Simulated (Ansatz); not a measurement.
NaCl:
```xyz
12
Lattice="6.6859 0.0000 0.0000 -3.3430 5.7902 0.0000 0.0000 0.0000 7.0161" Properties=species:S:1:pos:R:3 pbc="T T T"
Na    -2.2290     3.8607     3.5080
Na     4.4580     0.0000     3.5080
Na     1.1140     1.9295     3.5080
Na    -1.1147     1.9306     0.0000
Na     2.2293     0.0000     0.0000
Na     2.2283     3.8596     0.0000
Cl     3.3430     1.9301     1.7542
Cl     3.3430     1.9301     5.2618
Cl     0.0000     3.8601     1.7542
Cl     0.0000     3.8601     5.2618
Cl     0.0000     0.0000     5.2625
Cl     0.0000     0.0000     1.7536
```

Relaxed with r²SCAN. r²SCAN in the plane-wave PAW code Ansatz gives a gap of 5.24 eV.

Q: What gap does HSE06 give on the same cell (Ansatz, PAW)?

A: 5.86 eV, 0.62 eV more. The hybrid was solved on a coarser mesh and at special points; its gap is the smallest among all of these.

```tsv
k	v1 r²SCAN	c1 r²SCAN	v1 HSE06	c1 HSE06
Γ	0.00	5.24	0.00	5.86
A	-0.29	6.53	?	?
K	-0.07	6.97	?	?
H	-0.57	7.72	?	?
M	-0.02	6.68	?	?
L	-0.64	7.73	-0.67	8.47
```

Q: Top valence (v1) and lowest conduction level (c1) in eV from each method's valence maximum (which need not be a listed point): supply the withheld HSE06 values.

A: 
- K, v1 HSE06: -0.07
- K, c1 HSE06: 7.72
- M, v1 HSE06: -0.02
- M, c1 HSE06: 7.49
- H, v1 HSE06: -0.60
- H, c1 HSE06: 8.49
- A, v1 HSE06: -0.30
- A, c1 HSE06: 7.19

Cost on shared cores: the r²SCAN run (SCF on a 5×5×4 mesh, then bands and DOS) roughly 8 core-minutes, the HSE06 run (SCF on 3×3×3, then a few points) about 8 core-minutes (a rough figure); the tasks are unlike.

Space group P6_3/mmc (NiAs type). The first step of the workflow began from a Materials Project structure, measured or hypothetical; the Crystallography Open Database copy checked does not list it. It is not the phase usual at ambient conditions (space group No. 225). The r²SCAN relaxation kept the symmetry of its start; whether a distortion lowers the energy is not shown. Point labels and valley counts follow the cell and symmetry of the run, lower than the named group.

Potentials: the earlier of the program's two PAW sets.
